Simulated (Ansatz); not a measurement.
# Si (Fd-3m), an elastic constant from a strain scan

Level of theory: DFT r2SCAN, scalar-relativistic, plane waves, PAW in Ansatz 0.2.0. The runs took a 500 eV cutoff, a Γ-centred 10×10×10 mesh and Gaussian smearing (0.05 eV). No spin polarisation. Energies are free energies at this smearing, counted from the undisturbed cell; pressure is positive in compression.

Zero of the scan (as given, not relaxed at this level; it stands at 0.7 GPa):

```xyz
2
Lattice="0.0000 2.7155 2.7155 2.7155 0.0000 2.7155 2.7155 2.7155 0.0000" Properties=species:S:1:pos:R:3 pbc="T T T"
Si    2.7155    2.7155    2.7155
Si    4.0732    4.0732    4.0732
```

The cell is strained by ε times the Voigt pattern (0, 0, 1, 0, 0, 0) (xx, yy, zz, yz, xz, xy; engineering shear) with fractional coordinates fixed. The cell holds 2 atoms in V0 = 40.05 Å³. The stress column is τ = (1/V0) dE/dε, got from the stress tensor σ (compression positive) at each point as −det(1 + εP) σ : P(1 + εP)⁻¹, with P the pattern as a tensor.

```csv
ε,ΔE (meV/atom),τ (GPa)
-0.1000,120.693,-18.724
-0.0750,69.135,-14.220
-0.0500,32.000,-9.624
-0.0250,9.035,-5.092
0.0000,0.000,-0.722
0.0250,4.314,3.449
0.0500,21.325,7.403
0.0750,50.329,11.123
0.0875,69.094,12.891
0.1000,?,?
```

Problem. Which combination of elastic constants does this scan measure, and how large is it?

Solution. For small ε, τ = τ0 + Kε with K = pᵀCp, which for this pattern is C11 in the cubic axes. The parabola through τ at ε = -0.0250, 0 and 0.0250 has slope K = 171 GPa at zero. The energies per cell, E = NΔE, of the same two points give K = 2[E(ε₊)/ε₊ − E(ε₋)/ε₋]/[(ε₊ − ε₋)V0] = 171 GPa, in agreement.

Problem. Predict the withheld row at ε = 0.1000 from the harmonic law, and compare.

Solution. ΔE = V0(τ0 ε + Kε²/2)/N = 97.715 meV/atom and τ = 16.36 GPa. The calculation gives 90.571 meV/atom and 14.59 GPa: the energy lies 7 % below the harmonic value, as bonds soften when stretched.

The gap closes along the scan, which can put kinks into the curve.